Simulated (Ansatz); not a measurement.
## AlB2-type BaB2

Computed with Ansatz (plane waves, PAW, 420 eV cutoff): PBE, scalar-relativistic, no spin polarisation, 12×12×8 k-mesh, Gaussian smearing of 0.05 eV; PAW files: Ansatz's generated set soft_2.

```
Ba B
1.0
     3.25569    0.00000    0.00000
    -1.62784    2.81951    0.00000
     0.00000    0.00000    4.97889
Ba B
1 2
Direct
  0.00000 0.00000 0.00000
  0.33333 0.66667 0.50000
  0.66667 0.33333 0.50000
```

The structure was built from a prototype; whether the compound forms in it isn't claimed.

The cell above was scaled in volume, and shape and atoms were relaxed at each volume within its symmetry. Energies are counted from the cell above.

Cell and atoms are those of this level's equilibrium.

```json
{"V (Å³/atom)": "14.397", "ΔE (meV/atom)": "15.19", "P from the stress (GPa)": "6.09"}
{"V (Å³/atom)": "14.625", "ΔE (meV/atom)": "7.81", "P from the stress (GPa)": "4.26"}
{"V (Å³/atom)": "14.930", "ΔE (meV/atom)": "1.87", "P from the stress (GPa)": "2.01"}
{"V (Å³/atom)": "15.234", "ΔE (meV/atom)": "0.00", "P from the stress (GPa)": "0.00"}
{"V (Å³/atom)": "15.539", "ΔE (meV/atom)": "1.78", "P from the stress (GPa)": "-1.81"}
{"V (Å³/atom)": "15.844", "ΔE (meV/atom)": "6.82", "P from the stress (GPa)": "-3.44"}
{"V (Å³/atom)": "16.301", "ΔE (meV/atom)": "19.80", "P from the stress (GPa)": "-5.56"}
{"V (Å³/atom)": "16.758", "ΔE (meV/atom)": "38.31", "P from the stress (GPa)": "-7.36"}
```

**Question.** Do the energies and the pressures agree? Compare −ΔE/ΔV between neighbouring points (1 meV/Å³ = 0.1602 GPa) with the mean of their pressures.

**Answer.** 
```json
{"interval (Å³/atom)": "14.40 to 14.63", "−ΔE/ΔV (GPa)": "5.2", "mean P (GPa)": "5.2"}
{"interval (Å³/atom)": "14.63 to 14.93", "−ΔE/ΔV (GPa)": "3.1", "mean P (GPa)": "3.1"}
{"interval (Å³/atom)": "14.93 to 15.23", "−ΔE/ΔV (GPa)": "1.0", "mean P (GPa)": "1.0"}
{"interval (Å³/atom)": "15.23 to 15.54", "−ΔE/ΔV (GPa)": "-0.9", "mean P (GPa)": "-0.9"}
{"interval (Å³/atom)": "15.54 to 15.84", "−ΔE/ΔV (GPa)": "-2.7", "mean P (GPa)": "-2.6"}
{"interval (Å³/atom)": "15.84 to 16.30", "−ΔE/ΔV (GPa)": "-4.6", "mean P (GPa)": "-4.5"}
{"interval (Å³/atom)": "16.30 to 16.76", "−ΔE/ΔV (GPa)": "-6.5", "mean P (GPa)": "-6.5"}
```
They differ by 0.05 GPa at most.

**Question.** What do the two routes give for V0, B0 and B0′?

**Answer.** A third-order Birch–Murnaghan fit of the energies: V0 = 15.23 Å³/atom, B0 = 96 GPa, B0′ = 4.5. A polynomial of P in ln V, with B = −dP/d ln V at P = 0: V0 = 15.23 Å³/atom, B0 = 95 GPa, B0′ = 4.3.

B0·V0 = 95.7 GPa × 15.23 Å³ = 9.10 eV/atom sets the scale: near the minimum ΔE ≈ ½ B0 V0 x², with x = V/V0 − 1, and a pressure of 1.0 GPa squeezes the volume by about 1 %. At the ends of the curve: x = −5.5 % predicts 13.7 meV/atom and the run gives 15.2; x = +10.0 % predicts 45.7 meV/atom and the run gives 38.3. The lopsidedness is anharmonic: atoms resist being pushed together more than being pulled apart.

No spin–orbit coupling, a notable omission for heavy elements. The run is a metal.
